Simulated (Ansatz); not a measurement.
Relaxed candidate structures of CsCl:

A. F-43m (No. 216), cF8, zinc blende type; a = 7.8212 Å, b = 7.8212 Å, c = 7.8212 Å, α = 90.00°, β = 90.00°, γ = 90.00°; Cl 4c (0.250, 0.250, 0.250); Cs 4a (0.000, 0.000, 0.000)

B. Pm-3m (No. 221), cP2, CsCl type; a = 4.205 Å, b = 4.205 Å, c = 4.205 Å, α = 90.00°, β = 90.00°, γ = 90.00°; Cs 1a (0.000, 0.000, 0.000); Cl 1b (0.500, 0.500, 0.500)

**Question.** Put the candidates in order of energy per atom, lowest first, for PBE (plane waves to 420 eV, PAW, scalar-relativistic; Ansatz, a quantum-chemistry and plane-wave program).

**Answer.** B (reference, the lowest among the structures calculated here), A (+0.037 eV/atom)

**Question.** Give each candidate's band gap.

**Answer.** No candidate is metallic. A: 4.33 eV (no spin-orbit coupling); B: 5.01 eV (no spin-orbit coupling).

Each run could gain symmetry but not lose that of its start, so entries can be saddle points. From databases, or of a type measured for this composition: Pm-3m, cP2, CsCl type; the others are generated cells (placed on structure types, drawn at random, substituted or restacked) that were not matched to a known phase here. Energies are at zero temperature and pressure, without zero-point motion. Each cell has its own k-point mesh; energy differences are given only to the digits this allows. No spin polarisation in the result.
